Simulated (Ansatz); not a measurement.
Geometry optimisation in Ansatz: input, command and trajectory.

```yaml
crystal:
  lattice:
    - [0.0, 6.6454904175, -6.014447552]
    - [-6.6454904175, 0.0, 6.014447552]
    - [6.6454904175, 0.0, 6.014447552]
  atoms:
    - { symbol: Hf, position: [0.5, 0.375, 0.375] }
    - { symbol: Hf, position: [0.0, 0.125, 0.625] }
    - { symbol: Hf, position: [0.5, 0.875, 0.875] }
    - { symbol: Hf, position: [0.0, 0.625, 0.125] }
    - { symbol: Hf, position: [0.5, 0.25, 0.75] }
    - { symbol: Hf, position: [0.0, 0.0, 0.0] }
    - { symbol: Hf, position: [0.5, 0.75, 0.25] }
    - { symbol: Hf, position: [0.0, 0.5, 0.5] }
    - { symbol: P, position: [1.0, 0.875, 0.375], spin: 0.2 }
    - { symbol: Si, position: [0.5, 0.625, 0.625] }
    - { symbol: Si, position: [1.0, 0.375, 0.875] }
    - { symbol: Si, position: [0.5, 0.125, 0.125] }
    - { symbol: Si, position: [0.5, 0.0, 0.5] }
    - { symbol: Si, position: [0.0, 0.75, 0.75] }
    - { symbol: Si, position: [0.5, 0.5, 0.0] }
    - { symbol: Si, position: [0.0, 0.25, 0.25] }
    - { symbol: O, position: [0.3158051757, 0.8173684738, 0.3173684738] }
    - { symbol: O, position: [0.8158051757, 0.5673684738, 0.5673684738] }
    - { symbol: O, position: [0.3158051757, 0.3173684738, 0.8173684738] }
    - { symbol: O, position: [0.8158051757, 0.0673684738, 0.0673684738] }
    - { symbol: O, position: [0.0, 0.6923684738, 0.3765632981], spin: 0.2 }
    - { symbol: O, position: [0.5, 0.4423684738, 0.6265632981] }
    - { symbol: O, position: [0.0, 0.1923684738, 0.8765632981] }
    - { symbol: O, position: [0.5, 0.9423684738, 0.1265632981] }
    - { symbol: O, position: [0.1841948243, 0.2515632981, 0.2515632981] }
    - { symbol: O, position: [0.6841948243, 0.0015632981, 0.5015632981] }
    - { symbol: O, position: [0.1841948243, 0.7515632981, 0.7515632981] }
    - { symbol: O, position: [0.6841948243, 0.5015632981, 0.0015632981] }
    - { symbol: O, position: [0.0, 0.8765632981, 0.1923684738], spin: 0.2 }
    - { symbol: O, position: [0.5, 0.6265632981, 0.4423684738] }
    - { symbol: O, position: [1.0, 0.3765632981, 0.6923684738] }
    - { symbol: O, position: [0.5, 0.1265632981, 0.9423684738] }
    - { symbol: O, position: [0.1841948243, 0.0576315262, 0.5576315262], spin: 0.2 }
    - { symbol: O, position: [0.6841948243, 0.8076315262, 0.8076315262] }
    - { symbol: O, position: [0.1841948243, 0.5576315262, 0.0576315262] }
    - { symbol: O, position: [0.6841948243, 0.3076315262, 0.3076315262] }
    - { symbol: O, position: [1.0, 0.2484367019, 0.4326315262] }
    - { symbol: O, position: [0.5, 0.9984367019, 0.6826315262] }
    - { symbol: O, position: [1.0, 0.7484367019, 0.9326315262] }
    - { symbol: O, position: [0.5, 0.4984367019, 0.1826315262] }
    - { symbol: O, position: [0.8158051757, 0.8734367019, 0.3734367019], spin: 0.2 }
    - { symbol: O, position: [0.3158051757, 0.6234367019, 0.6234367019] }
    - { symbol: O, position: [0.8158051757, 0.3734367019, 0.8734367019] }
    - { symbol: O, position: [0.3158051757, 0.1234367019, 0.1234367019] }
    - { symbol: O, position: [0.5, 0.1826315262, 0.4984367019] }
    - { symbol: O, position: [0.0, 0.9326315262, 0.7484367019] }
    - { symbol: O, position: [0.5, 0.6826315262, 0.9984367019] }
    - { symbol: O, position: [0.0, 0.4326315262, 0.2484367019] }
  host:
    lattice:
      - [-3.3227452087, 3.3227452087, 3.007223776]
      - [3.3227452087, -3.3227452087, 3.007223776]
      - [3.3227452087, 3.3227452087, -3.007223776]
    atoms:
      - { symbol: Hf, position: [0.75, 0.25, 0.5] }
      - { symbol: Hf, position: [0.0, 0.0, 0.0] }
      - { symbol: Si, position: [0.25, 0.75, 0.5] }
      - { symbol: Si, position: [0.5, 0.5, 0.0] }
      - { symbol: O, position: [0.1347369476, 0.3189317719, 0.8158051757] }
      - { symbol: O, position: [0.0689317719, 0.7531265962, 0.6841948243] }
      - { symbol: O, position: [0.5031265962, 0.3189317719, 0.1841948243] }
      - { symbol: O, position: [0.0689317719, 0.3847369476, 0.3158051757] }
      - { symbol: O, position: [0.6152630524, 0.9310682281, 0.6841948243] }
      - { symbol: O, position: [0.6810682281, 0.8652630524, 0.1841948243] }
      - { symbol: O, position: [0.2468734038, 0.9310682281, 0.3158051757] }
      - { symbol: O, position: [0.6810682281, 0.4968734038, 0.8158051757] }
basis:
  ecutwfc: 420
  xc_grid: 2
kpoints:
  mp_grid: { grid: [2, 2, 2], shift: [0.5, 0.5, 0.5] }
hamiltonian:
  xc: pbe
scf:
  occupations: { method: gaussian, width: 0.01 }
output:
  forces: true
  stress: false
  eigenvalues: true
  populations: true
  charged_corrections: { defect_position: [1.0, 0.875, 0.375] }
magnetization:
  spin_polarized: true
relax:
  adjacent_minimum: "off"
  f_tol: 0.025
  max_steps: 45
```

```bash
ansatz run input.yaml --threads 4 --pin off --max-ram 10240MiB --backend cpu --events-out ev --progress --plain --runs-dir out
```

Computed with DFT PBE, scalar-relativistic, plane waves, PAW in Ansatz.

The cell holds a point defect: P on a Si site (b), neutral.

Of 8 frames 4 are shown, positions in Å and forces in eV/Å; the SCF threshold varies from step to step. The mark taken_back stands on steps that the optimiser undid.

```xyz
48
Lattice="0.0000 6.6455 -6.0144 -6.6455 0.0000 6.0144 6.6455 0.0000 6.0144" Properties=species:S:1:pos:R:3:forces:R:3 pbc="T T T" step=1 free_energy_over_end_meV_per_atom=15.85
Hf    0.0000    3.3227    1.5036    0.0000    0.0000    0.0000
Hf    3.3227    0.0000    4.5108    0.0000    0.0000    1.3231
Hf    0.0000    3.3227    7.5181    0.0000    0.0000    0.0000
Hf   -3.3227    0.0000    4.5108    0.0000    0.0000   -1.3231
Hf    3.3227    3.3227    3.0072    0.0000    0.9920    0.0978
Hf    0.0000    0.0000    0.0000   -0.9920    0.0000   -0.0978
Hf   -3.3227    3.3227    3.0072    0.0000   -0.9920    0.0978
Hf    0.0000    0.0000    6.0144    0.9920    0.0000   -0.0978
P    -3.3227    6.6455    1.5036    0.0000    0.0000    0.0000
Si    0.0000    3.3227    4.5108    0.0000    0.0000    0.0000
Si    3.3227    6.6455    1.5036    0.0000    0.0000    0.0000
Si    0.0000    3.3227   -1.5036    0.0000    0.0000    0.0000
Si    3.3227    3.3227    0.0000    0.0000    0.0662   -0.0048
Si    0.0000    0.0000    9.0217    0.0662    0.0000    0.0048
Si   -3.3227    3.3227    0.0000    0.0000   -0.0662   -0.0048
Si    0.0000    0.0000    3.0072   -0.0662    0.0000    0.0048
O    -3.3227    2.0987    4.9254    0.0000   -0.1241    0.1254
O     0.0000    5.4214    1.9182   -0.0968    0.0630    0.0170
O     3.3227    2.0987    4.9254    0.0000   -0.1163   -0.1620
O     0.0000    5.4214   -4.0962    0.0968    0.0630    0.0170
O    -2.0987    0.0000    6.4290   -1.8850    0.0000    1.4194
O     1.2241    3.3227    3.4218   -0.0227   -0.0443   -0.0121
O     4.5468    0.0000    6.4290   -0.0332    0.0000   -0.0887
O    -5.4214    3.3227    3.4218   -0.0227    0.0443   -0.0121
O     0.0000    1.2241    1.9182    0.0968   -0.0630    0.0170
O     3.3227    4.5468   -1.0890    0.0000    0.1163   -0.1620
O     0.0000    1.2241    7.9326   -0.0968   -0.0630    0.0170
O    -3.3227    4.5468   -1.0890    0.0000    0.1241    0.1254
O    -4.5468    0.0000    6.4290    1.8850    0.0000    1.4194
O    -1.2241    3.3227    3.4218    0.0227    0.0443   -0.0121
O     2.0987    6.6455    0.4146    0.0332    0.0000   -0.0887
O     5.4214    3.3227    3.4218    0.0227   -0.0443   -0.0121
O     3.3227    1.2241    2.5926    0.0000   -1.8850   -1.4194
O     0.0000    4.5468    5.5999    0.0443   -0.0227    0.0121
O    -3.3227    1.2241    2.5926    0.0000   -0.0332    0.0887
O     0.0000    4.5468   -0.4146   -0.0443   -0.0227    0.0121
O     1.2241    6.6455   -1.9182    0.1241    0.0000   -0.1254
O    -2.0987    3.3227    7.1035   -0.0630   -0.0968   -0.0170
O     1.2241    6.6455    4.0962    0.1163    0.0000    0.1620
O    -2.0987    3.3227    1.0890   -0.0630    0.0968   -0.0170
O    -3.3227    5.4214    2.5926    0.0000    1.8850   -1.4194
O     0.0000    2.0987    5.5999   -0.0443    0.0227    0.0121
O     3.3227    5.4214    2.5926    0.0000    0.0332    0.0887
O     0.0000    2.0987   -0.4146    0.0443    0.0227    0.0121
O     2.0987    3.3227    1.0890    0.0630   -0.0968   -0.0170
O    -1.2241    0.0000   10.1107   -0.1241    0.0000   -0.1254
O     2.0987    3.3227    7.1035    0.0630    0.0968   -0.0170
O    -1.2241    0.0000    4.0962   -0.1163    0.0000    0.1620
48
Lattice="0.0000 6.6455 -6.0144 -6.6455 0.0000 6.0144 6.6455 0.0000 6.0144" Properties=species:S:1:pos:R:3:forces:R:3 pbc="T T T" step=3 free_energy_over_end_meV_per_atom=62.16 taken_back
Hf    0.0000    3.3227    1.5036    0.0000    0.0000    0.0000
Hf    3.3227    0.0000    4.6580    0.0000    0.0000   -3.0814
Hf    0.0000    3.3227    7.5181    0.0000    0.0000    0.0000
Hf   -3.3227    0.0000    4.3637    0.0000    0.0000    3.0814
Hf    3.3227    3.3809    2.9775    0.0000   -1.7357   -0.2101
Hf   -0.0581    0.0000    0.0297    1.7357    0.0000    0.2101
Hf   -3.3227    3.2646    2.9775    0.0000    1.7357   -0.2101
Hf    0.0581    0.0000    6.0441   -1.7357    0.0000    0.2101
P    -3.3227    6.6455    1.5036    0.0000    0.0000    0.0000
Si    0.0000    3.3227    4.5108    0.0000    0.0000    0.0000
Si    3.3227    6.6455    1.5036    0.0000    0.0000    0.0000
Si    0.0000    3.3227   -1.5036    0.0000    0.0000    0.0000
Si    3.3227    3.3060   -0.0394    0.0000   -0.4161    0.1254
Si   -0.0168    0.0000    9.0611   -0.4161    0.0000   -0.1254
Si   -3.3227    3.3395   -0.0394    0.0000    0.4161    0.1254
Si    0.0168    0.0000    3.0466    0.4161    0.0000   -0.1254
O    -3.3227    2.0597    4.9126    0.0000    0.1881   -0.2965
O    -0.0258    5.4283    1.9499    0.3363   -0.1553   -0.1645
O     3.3227    2.1172    4.8756    0.0000    0.0199    0.1633
O     0.0258    5.4283   -4.0646   -0.3363   -0.1553   -0.1645
O    -2.2595    0.0000    6.5716    8.7356    0.0000   -5.7068
O     1.2206    3.3195    3.4160    0.1300    0.1100   -0.0837
O     4.5409    0.0000    6.4400   -0.2398    0.0000    0.3957
O    -5.4249    3.3260    3.4160    0.1300   -0.1100   -0.0837
O     0.0258    1.2172    1.9499   -0.3363    0.1553   -0.1645
O     3.3227    4.5283   -1.1388    0.0000   -0.0199    0.1633
O    -0.0258    1.2172    7.9643    0.3363    0.1553   -0.1645
O    -3.3227    4.5858   -1.1019    0.0000   -0.1881   -0.2965
O    -4.3860    0.0000    6.5716   -8.7356    0.0000   -5.7068
O    -1.2206    3.3260    3.4160   -0.1300   -0.1100   -0.0837
O     2.1046    6.6455    0.4256    0.2398    0.0000    0.3957
O     5.4249    3.3195    3.4160   -0.1300    0.1100   -0.0837
O     3.3227    1.0633    2.4500    0.0000    8.7356    5.7068
O     0.0033    4.5434    5.6057   -0.1100    0.1300    0.0837
O    -3.3227    1.2182    2.5816    0.0000   -0.2398   -0.3957
O    -0.0033    4.5434   -0.4087    0.1100    0.1300    0.0837
O     1.2631    6.6455   -1.9053   -0.1881    0.0000    0.2965
O    -2.1056    3.2969    7.0718    0.1553    0.3363    0.1645
O     1.2056    6.6455    4.1461   -0.0199    0.0000   -0.1633
O    -2.1056    3.3486    1.0573    0.1553   -0.3363    0.1645
O    -3.3227    5.5822    2.4500    0.0000   -8.7356    5.7068
O    -0.0033    2.1021    5.6057    0.1100   -0.1300    0.0837
O     3.3227    5.4273    2.5816    0.0000    0.2398   -0.3957
O     0.0033    2.1021   -0.4087   -0.1100   -0.1300    0.0837
O     2.1056    3.2969    1.0573   -0.1553    0.3363    0.1645
O    -1.2631    0.0000   10.1235    0.1881    0.0000    0.2965
O     2.1056    3.3486    7.0718   -0.1553   -0.3363    0.1645
O    -1.2056    0.0000    4.1461    0.0199    0.0000   -0.1633
48
Lattice="0.0000 6.6455 -6.0144 -6.6455 0.0000 6.0144 6.6455 0.0000 6.0144" Properties=species:S:1:pos:R:3:forces:R:3 pbc="T T T" step=6 free_energy_over_end_meV_per_atom=0.08
Hf    0.0000    3.3227    1.5036    0.0000    0.0000    0.0000
Hf    3.3227    0.0000    4.5460    0.0000    0.0000   -0.0270
Hf    0.0000    3.3227    7.5181    0.0000    0.0000    0.0000
Hf   -3.3227    0.0000    4.4757    0.0000    0.0000    0.0270
Hf    3.3227    3.3546    2.9925    0.0000   -0.0288   -0.0264
Hf   -0.0318    0.0000    0.0147    0.0288    0.0000    0.0264
Hf   -3.3227    3.2909    2.9925    0.0000    0.0288   -0.0264
Hf    0.0318    0.0000    6.0292   -0.0288    0.0000    0.0264
P    -3.3227    6.6455    1.5036    0.0000    0.0000    0.0000
Si    0.0000    3.3227    4.5108    0.0000    0.0000    0.0000
Si    3.3227    6.6455    1.5036    0.0000    0.0000    0.0000
Si    0.0000    3.3227   -1.5036    0.0000    0.0000    0.0000
Si    3.3227    3.3260   -0.0163    0.0000   -0.0205   -0.0073
Si    0.0033    0.0000    9.0380   -0.0205    0.0000    0.0073
Si   -3.3227    3.3194   -0.0163    0.0000    0.0205   -0.0073
Si   -0.0033    0.0000    3.0235    0.0205    0.0000    0.0073
O    -3.3227    2.0848    4.9301    0.0000    0.0028    0.0118
O     0.0084    5.4253    1.9289    0.0077    0.0021   -0.0153
O     3.3227    2.1046    4.8927    0.0000   -0.0134   -0.0089
O    -0.0084    5.4253   -4.0856   -0.0077    0.0021   -0.0153
O    -2.1469    0.0000    6.5065    0.1894    0.0000    0.0326
O     1.2229    3.3218    3.4178    0.0089   -0.0064   -0.0067
O     4.5379    0.0000    6.4283    0.0001    0.0000   -0.0251
O    -5.4226    3.3237    3.4178    0.0089    0.0064   -0.0067
O    -0.0084    1.2202    1.9289   -0.0077   -0.0021   -0.0153
O     3.3227    4.5409   -1.1217    0.0000    0.0134   -0.0089
O     0.0084    1.2202    7.9433    0.0077   -0.0021   -0.0153
O    -3.3227    4.5607   -1.0844    0.0000   -0.0028    0.0118
O    -4.4986    0.0000    6.5065   -0.1894    0.0000    0.0326
O    -1.2229    3.3237    3.4178   -0.0089    0.0064   -0.0067
O     2.1076    6.6455    0.4139   -0.0001    0.0000   -0.0251
O     5.4226    3.3218    3.4178   -0.0089   -0.0064   -0.0067
O     3.3227    1.1759    2.5152    0.0000    0.1894   -0.0326
O     0.0010    4.5457    5.6038    0.0064    0.0089    0.0067
O    -3.3227    1.2151    2.5934    0.0000    0.0001    0.0251
O    -0.0010    4.5457   -0.4106   -0.0064    0.0089    0.0067
O     1.2379    6.6455   -1.9228   -0.0028    0.0000   -0.0118
O    -2.1026    3.3311    7.0928   -0.0021    0.0077    0.0153
O     1.2182    6.6455    4.1289    0.0134    0.0000    0.0089
O    -2.1026    3.3144    1.0784   -0.0021   -0.0077    0.0153
O    -3.3227    5.4696    2.5152    0.0000   -0.1894   -0.0326
O    -0.0010    2.0998    5.6038   -0.0064   -0.0089    0.0067
O     3.3227    5.4303    2.5934    0.0000   -0.0001    0.0251
O     0.0010    2.0998   -0.4106    0.0064   -0.0089    0.0067
O     2.1026    3.3311    1.0784    0.0021    0.0077    0.0153
O    -1.2379    0.0000   10.1061    0.0028    0.0000   -0.0118
O     2.1026    3.3144    7.0928    0.0021   -0.0077    0.0153
O    -1.2182    0.0000    4.1289   -0.0134    0.0000    0.0089
48
Lattice="0.0000 6.6455 -6.0144 -6.6455 0.0000 6.0144 6.6455 0.0000 6.0144" Properties=species:S:1:pos:R:3:forces:R:3 pbc="T T T" step=8 free_energy_over_end_meV_per_atom=0.00
Hf    0.0000    3.3227    1.5036    0.0000    0.0000    0.0000
Hf    3.3227    0.0000    4.5433    0.0000    0.0000   -0.0012
Hf    0.0000    3.3227    7.5181    0.0000    0.0000    0.0000
Hf   -3.3227    0.0000    4.4784    0.0000    0.0000    0.0012
Hf    3.3227    3.3544    2.9903    0.0000    0.0062    0.0027
Hf   -0.0317    0.0000    0.0169   -0.0062    0.0000   -0.0027
Hf   -3.3227    3.2911    2.9903    0.0000   -0.0062    0.0027
Hf    0.0317    0.0000    6.0313    0.0062    0.0000   -0.0027
P    -3.3227    6.6455    1.5036    0.0000    0.0000    0.0000
Si    0.0000    3.3227    4.5108    0.0000    0.0000    0.0000
Si    3.3227    6.6455    1.5036    0.0000    0.0000    0.0000
Si    0.0000    3.3227   -1.5036    0.0000    0.0000    0.0000
Si    3.3227    3.3277   -0.0166    0.0000   -0.0071   -0.0095
Si    0.0049    0.0000    9.0382   -0.0071    0.0000    0.0095
Si   -3.3227    3.3178   -0.0166    0.0000    0.0071   -0.0095
Si   -0.0049    0.0000    3.0238    0.0071    0.0000    0.0095
O    -3.3227    2.0834    4.9338    0.0000    0.0118    0.0007
O     0.0133    5.4258    1.9283    0.0013   -0.0032   -0.0025
O     3.3227    2.1044    4.8901    0.0000   -0.0001    0.0022
O    -0.0133    5.4258   -4.0861   -0.0013   -0.0032   -0.0025
O    -2.1395    0.0000    6.5138    0.0001    0.0000    0.0013
O     1.2233    3.3187    3.4178   -0.0008   -0.0002   -0.0011
O     4.5364    0.0000    6.4252    0.0056    0.0000    0.0011
O    -5.4222    3.3267    3.4178   -0.0008    0.0002   -0.0011
O    -0.0133    1.2197    1.9283   -0.0013    0.0032   -0.0025
O     3.3227    4.5411   -1.1244    0.0000    0.0001    0.0022
O     0.0133    1.2197    7.9428    0.0013    0.0032   -0.0025
O    -3.3227    4.5621   -1.0806    0.0000   -0.0118    0.0007
O    -4.5060    0.0000    6.5138   -0.0001    0.0000    0.0013
O    -1.2233    3.3267    3.4178    0.0008    0.0002   -0.0011
O     2.1091    6.6455    0.4108   -0.0056    0.0000    0.0011
O     5.4222    3.3187    3.4178    0.0008   -0.0002   -0.0011
O     3.3227    1.1833    2.5078    0.0000    0.0001   -0.0013
O     0.0040    4.5460    5.6039    0.0002   -0.0008    0.0011
O    -3.3227    1.2136    2.5964    0.0000    0.0056   -0.0011
O    -0.0040    4.5460   -0.4106   -0.0002   -0.0008    0.0011
O     1.2393    6.6455   -1.9266   -0.0118    0.0000   -0.0007
O    -2.1030    3.3360    7.0933    0.0032    0.0013    0.0025
O     1.2184    6.6455    4.1316    0.0001    0.0000   -0.0022
O    -2.1030    3.3095    1.0789    0.0032   -0.0013    0.0025
O    -3.3227    5.4622    2.5078    0.0000   -0.0001   -0.0013
O    -0.0040    2.0995    5.6039   -0.0002    0.0008    0.0011
O     3.3227    5.4319    2.5964    0.0000   -0.0056   -0.0011
O     0.0040    2.0995   -0.4106    0.0002    0.0008    0.0011
O     2.1030    3.3360    1.0789   -0.0032    0.0013    0.0025
O    -1.2393    0.0000   10.1023    0.0118    0.0000   -0.0007
O     2.1030    3.3095    7.0933   -0.0032   -0.0013    0.0025
O    -1.2184    0.0000    4.1316   -0.0001    0.0000   -0.0022
```

The run took 12 min on 4 threads of Intel(R) Xeon(R) Platinum 8259CL CPU @ 2.50GHz (Skylake/Cascade Lake), on a shared host, peak memory 3.2 GiB.

Spin-orbit coupling is left out, which matters for the bands of heavy elements.